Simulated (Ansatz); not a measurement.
Ni (fcc (Cu type), Fm-3m) at seven volumes, the program Ansatz at the PBEsol level (PAW), scaled uniformly. One row is withheld.

```json
[
 {"V (Å³/atom)": "9.449", "P (GPa)": "27.41"},
 {"V (Å³/atom)": "9.761", "P (GPa)": "16.63"},
 {"V (Å³/atom)": "10.072", "P (GPa)": "7.59"},
 {"V (Å³/atom)": "10.384", "P (GPa)": "0.00"},
 {"V (Å³/atom)": "10.695", "P (GPa)": "?"},
 {"V (Å³/atom)": "11.007", "P (GPa)": "-11.71"},
 {"V (Å³/atom)": "11.318", "P (GPa)": "-16.17"}
]
```

**Question.** Fit the shown pressures and predict the withheld one.

**Answer.** P = (3/2)B₀(x^(7/2) − x^(5/2))[1 + (3/4)(B′ − 4)(x − 1)] with x = (V₀/V)^(2/3). Least squares on the six rows gives V₀ = 10.384 Å³/atom, B₀ = 231 GPa, B′ = 4.83. At V = 10.695, x = 0.9805 and P = -6.35 GPa. The run itself gave -6.37 GPa.

The PBEsol relaxation kept the symmetry of its start. Magnetic state: ferromagnetic, chosen from 3 collinear starts compared on coarse meshes (ties went to the first, and starts can fall back to one state), not a proven ground state. Textbook magnetic order: ferromagnetic.

Potentials: the later of the program's two PAW sets.
